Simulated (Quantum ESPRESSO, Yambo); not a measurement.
AgCl (space group P2_1/m, No. 11) under isotropic strain of -3 % on all lattice vectors. The PBEsol cell relaxed from Materials Project entry mp-570687 was given an isotropic strain of -3 % on all lattice vectors, and the atoms were relaxed again. Chain: norm-conserving PBEsol (Quantum ESPRESSO, 82 Ry, scalar-relativistic); G0W0 in Yambo (4×4×2 Γ-centred k mesh, bands 9 to 136 and a 7 Ry block in the screening, 136 bands in G with the Bruneval-Gonze terminator, plasmon pole fitted at 27.2 eV); BSE (4×4×4 mesh, 16 valence and 5 conduction bands, static screening with 58 bands and a 4 Ry block, scissor 1.45 eV, Tamm-Dancoff).

| Property | Result |
|---|---|
| PBEsol gap (dense path) | 0.69 eV |
| PBEsol gap (-0.5, 0, -0.5) → Γ on the GW mesh | 0.69 eV |
| PBEsol smallest direct gap on the GW mesh, at Γ | 2.34 eV |
| G0W0 direct gap at that point | 3.79 eV |
| G0W0 correction to the gap (-0.5, 0, -0.5) → Γ | 1.39 eV |
| lowest exciton | no binding energy given (see below) |

Rough cost of the Yambo steps against G0W0 for 6 states: BSE about 1/2.

Convergence of the G0W0 settings was not tested. The BSE states are vertical excitations (zero momentum); the indirect quasiparticle gap, about 2.08 eV, is smaller than the direct one (3.79 eV on the GW mesh). The lowest state covers only about 1 of the 64 k points, so the mesh doesn't resolve it: its energy and its distance from the direct gap are mesh artefacts. An extended exciton needs a far denser mesh. Axes are Cartesian, with cell vectors (Å) (3.73, 0.00, -0.05), (0.00, 3.73, 0.00), (-0.59, 0.00, 5.22).

Spin-orbit splittings are left out.

This is not the ordinary phase of the substance; no match was found in the copy of COD used, and its stability was not checked.
